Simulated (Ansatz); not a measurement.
MgF$_{2}$:
```cif
data_F4Mg2
_chemical_formula_sum 'Mg2 F4'
_space_group_name_H-M_alt 'P42/mnm'
_space_group_IT_number 136
_space_group_name_Hall '-P 4n 2n'
_cell_length_a 4.62226
_cell_length_b 4.62226
_cell_length_c 3.04641
_cell_angle_alpha 90.000
_cell_angle_beta 90.000
_cell_angle_gamma 90.000
loop_
_atom_site_label
_atom_site_type_symbol
_atom_site_symmetry_multiplicity
_atom_site_Wyckoff_symbol
_atom_site_fract_x
_atom_site_fract_y
_atom_site_fract_z
_atom_site_occupancy
Mg1 Mg 2 a 0.00000 0.00000 0.00000 1
F1 F 4 f 0.30298 0.30298 0.00000 1
```

Relaxed with r²SCAN. Plane-wave PAW r²SCAN (Ansatz code) gives a gap of 8.07 eV.

Task: What gap does HSE06 give on the same cell (Ansatz, PAW)?

Result: 9.47 eV, 1.40 eV more. The hybrid was solved on a coarser mesh and at special points; its gap is the smallest among all of these.

```tsv
k	v1 r²SCAN	c1 r²SCAN	v1 HSE06	c1 HSE06
Γ	0.00	8.07	0.00	9.47
Z	-0.86	12.91	…	…
M	-0.79	12.25	…	…
A	-0.48	14.31	-0.48	15.72
R	-0.67	13.82	…	…
X	-0.38	10.51	…	…
```

Task: Top valence (v1) and lowest conduction level (c1) in eV from each method's valence maximum (which need not be a listed point): supply the withheld HSE06 values.

Result: 
- M, v1 HSE06: -0.82
- M, c1 HSE06: 13.72
- X, v1 HSE06: -0.38
- X, c1 HSE06: 11.94
- R, v1 HSE06: -0.69
- R, c1 HSE06: 15.26
- Z, v1 HSE06: -0.89
- Z, c1 HSE06: 14.37

Cost on shared cores: the r²SCAN run (SCF on a 6×6×9 mesh, then bands and DOS) roughly 50 core-seconds, the HSE06 run (SCF on 4×4×5, then a few points) very roughly 80 core-seconds; the tasks are unlike.

Space group P4_2/mnm (rutile). The r²SCAN relaxation kept the symmetry of its start.

Potentials: the later of the program's two PAW sets.
